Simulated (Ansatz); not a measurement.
Crystals of one structure type (zinc blende) and one family of elements, relaxed and computed with DFT-PBE in the program Ansatz with PAW potentials.

| crystal | V (Å³/atom) | B₀ by P(V) fit (GPa) |
|---|---|---|
| BN | 5.95 | 371 |
| BAs | 13.90 | 131 |
| GaP | 20.86 | 76.6 |
| AlP | 20.88 | 82.5 |
| AlAs | 23.50 | 67.1 |
| GaAs | 23.70 | ? |
| InP | 26.45 | 59.2 |

### Question
Fit a straight line to ln B₀ against ln V and predict the withheld value.

### Answer
Least squares on the 6 shown rows: ln B₀ = -1.23 × ln V + (8.108), with a scatter of 2 %. For GaAs this gives 67.7. The run itself gave 60.2, outside the scatter: the line misses something about this case.

All cells were relaxed under the symmetry of their starts (and spin orders); stability against distortions was not tested throughout. Scalar-relativistic: spin–orbit coupling is off unless named, which matters more the heavier the elements.

Potentials: the later of the program's two PAW sets.
